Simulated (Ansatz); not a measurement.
Total density of states per atom from r²SCAN in the plane-wave PAW code Ansatz, in 0.25 eV bins, energy from the Fermi level:

```
E (eV)  states/eV/atom
------  --------------
-7.85             0.21
-7.60             0.19
-7.35             0.17
-7.10             0.11
-6.85             0.04
-6.60             0.07
-6.35             0.31
-6.10             0.36
-5.85             0.27
-5.60             0.13
-5.35             0.14
-5.10             0.19
-4.85             0.27
-4.60             0.43
-4.35             0.59
-4.10             0.61
-3.85             0.44
-3.60             0.28
-3.35             0.44
-3.10             0.75
-2.85             0.66
-2.60             0.61
-2.35             0.65
-2.10             0.63
-1.85             0.56
-1.60             0.49
-1.35             0.43
-1.10             0.28
-0.85             0.28
-0.60             0.15
-0.35             0.11
-0.10             0.40
0.15              0.38
0.40              0.69
0.65              0.43
0.90              0.49
1.15              0.33
1.40              0.43
1.65              0.64
1.90              0.70
2.15              0.60
2.40              0.63
2.65              0.73
2.90              0.85
3.15              1.03
3.40              0.96
3.65              0.86
3.90              0.97
4.15              0.88
4.40              0.99
4.65              0.97
```

Question: Which of these materials gives this?
(A) SiNi, rock salt
(B) Y3Si5, P-62m (Y on 3f, Si on 2d, Si on 3g)
(C) SiO2, P6_322 (Si on 4f, O on 6g, O on 2c)
(D) ScSi, Cmcm (Sc on 4c, Si on 4c)

Answer: B, Y3Si5, P-62m (Y on 3f, Si on 2d, Si on 3g). Within 0.5 eV of the Fermi level: Y 4d 50 %, Si 3p 32 %, Si 3s 9 %, outside the projected shells 6 %. Projections are on Löwdin-orthogonalised atomic valence shells; empty p or d shells of many metals are not among them.

The start of the workflow was typed in or built on a structure type; neither database checked (COD, Materials Project) lists it. Its standing as an ambient phase is unchecked. Symmetry was held in the r²SCAN relaxation; whether a distortion lowers the energy is not shown. The run is not spin-polarised. Spin–orbit coupling is left out wherever it is not named.

Potentials: the later of the program's two PAW sets.
